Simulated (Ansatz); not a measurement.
Space group P-62m (No. 189). a = 6.761 Å, b = 6.761 Å, c = 3.459 Å, α = 90.00°, β = 90.00°, γ = 120.00°
```json
{"atom": "Ge", "site": "2c", "symmetry": "-6..", "x": "0.6667", "y": "0.3333", "z": "0.0000"}
{"atom": "Ge", "site": "1b", "symmetry": "-62m", "x": "0.0000", "y": "0.0000", "z": "0.5000"}
{"atom": "Pt", "site": "3g", "symmetry": "m2m", "x": "0.6229", "y": "0.0000", "z": "0.5000"}
{"atom": "Pt", "site": "3f", "symmetry": "m2m", "x": "0.0000", "y": "0.2849", "z": "0.0000"}
```

Equation of state of this GePt$_{2}$ structure (not necessarily the ground state), with shape and atoms relaxed at each volume where symmetry leaves them free. It has no gap at any of these volumes. Method: DFT PBEsol, scalar-relativistic, plane waves, PAW in Ansatz.

Plane waves to 420 eV, a k mesh through Γ of 6×6×10 on the computed 9-atom cell and Gaussian smearing (0.10 eV); no spin polarisation.

```
V (Å³/atom) E − E(largest V) (meV/atom) P (GPa)
     13.387                       107.83    36.83
     13.843                        20.17    24.99
     14.299                       -36.37    15.03
     14.756                       -67.01     6.77
     15.212                       -76.28     0.00
     15.668                       -68.12    -5.49
     16.125                       -46.03    -9.83
     16.733                         0.00   -14.10
```

Question: Fit a third-order Birch–Murnaghan equation to E(V).

Answer: V0 = 15.21 Å³/atom, B0 = 200 GPa, B0' = 5.9.

Spin-orbit coupling is left out, which matters for the bands of heavy elements.